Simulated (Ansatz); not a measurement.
Ce (fcc, Cu type)

```
Ce
1.0
    0.00000     2.36582     2.36582
    2.36582     0.00000     2.36582
    2.36582     2.36582     0.00000
Ce
1
Cartesian
  0.00000   0.00000   0.00000
```

The slice is a {111} plane (indices of the conventional cell) through the point (0.000, 0.000, 0.000) (fractional), spanned by u = [100] and v = [-1 2 0] in vectors of this cell: u (3.35 Å) and v (5.80 Å, at 90° to u). It covers one period; positions are fractions (u, v).

These are PBE (plane waves to 420 eV, PAW, scalar-relativistic; Ansatz, a quantum-chemistry and plane-wave program) values and carry that method's errors. k mesh 17×17×17. Inside the PAW spheres the values are not all-electron values, and peaks at nuclei hang on which shells count as valence. Ce is run without spin polarisation. Ce was relaxed with its symmetry unable to fall. The PAW data are Ansatz's earlier set. The relaxed volume of Ce is well below the measured one. The f-shell state is unchecked: a lower one may exist.

Q: What is the ELF at the midpoint of the shortest Ce–Ce line in this plane (3.35 Å)?

A: 0.10.

Q: What is the valence density on the shortest Ce–Ce line in this plane (3.35 Å), at its midpoint?

A: 0.16 e/Å³.

Q: Sketch the valence electron density on this plane as a map.

A: 
| v \ u | 0.00 | 0.17 | 0.33 | 0.50 | 0.67 | 0.83 |
|---|---|---|---|---|---|---|
| 0.90 | 0.3 | 0.2 | -0.5 | -0.8 | -0.5 | 0.2 |
| 0.80 | -0.3 | -0.5 | -0.8 | -0.8 | -0.8 | -0.5 |
| 0.70 | -0.8 | -0.8 | -0.5 | -0.3 | -0.5 | -0.8 |
| 0.60 | -0.8 | -0.5 | 0.2 | 0.3 | 0.2 | -0.5 |
| 0.50 | -0.8 | -0.3 | 0.3 | 0.3 | 0.3 | -0.3 |
| 0.40 | -0.8 | -0.5 | 0.2 | 0.3 | 0.2 | -0.5 |
| 0.30 | -0.8 | -0.8 | -0.5 | -0.3 | -0.5 | -0.8 |
| 0.20 | -0.3 | -0.5 | -0.8 | -0.8 | -0.8 | -0.5 |
| 0.10 | 0.3 | 0.2 | -0.5 | -0.8 | -0.5 | 0.2 |
| 0.00 | 0.3 | 0.3 | -0.3 | -0.8 | -0.3 | 0.3 |

Values: log₁₀ of the valence density in e/Å³. The scale is logarithmic, as a density can span decades between atoms and voids.
